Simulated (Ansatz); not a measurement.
Input:

Starting cell, AlNi3 (Cu3Au type):

```xyz
4
Lattice="3.5261 0.0000 0.0000 0.0000 3.5261 0.0000 0.0000 0.0000 3.5261" Properties=species:S:1:pos:R:3 pbc="T T T"
Ni     0.0000     1.7631     1.7631
Ni     1.7631     1.7631     0.0000
Ni     1.7631     0.0000     1.7631
Al     0.0000     0.0000     0.0000
```

Scan: atom 1 (Ni, nearest neighbour Ni at 2.493 Å; its periodic images, 3.5 Å or more away, move with it) is displaced towards the nearest neighbour, direction (-0.707, -0.707, 0.000) in Cartesian axes, by s. The other atoms stay.

These are r2SCAN (plane waves to 500 eV, PAW, scalar-relativistic; Ansatz, a quantum-chemistry and plane-wave program) values and carry that method's errors. k mesh 11×11×11 (Γ-centred), Fermi-Dirac smearing 0.05 eV. Energies are smeared free energies. With partly filled bands, energies and forces of such displacements shift with the k mesh and the smearing. AlNi3 was relaxed with its symmetry unable to fall. Relaxed AlNi3 ends ferromagnetic. The magnetic order is the one the run started from; other orders were not tried. The zero of ΔE is the undisplaced structure.

The scan covers s from -0.500 to 0.500 Å in 11 points.

Task: Is this a single well or a double well?

Result: A single well with its minimum at or next to zero displacement.

Task: Is the energy the same for equal positive and negative displacements?

Result: Even: the same for both signs. With its periodic images moving along, the atom's site symmetry in this cell is 4/mmm.

Task: What force acts on the atom along the line at s = -0.500 Å?

Result: 6.93 eV/Å.

Task: What is the energy change at s = 0.500 Å?

Result: 1476 meV/cell.

Task: What is the force constant k = d²E/ds² of this move at s = 0?

Result: 9.84 eV/Å².

(A displaced cell: forces are minus the slopes of the energy, force constants its curvatures, and phonons follow from these.)
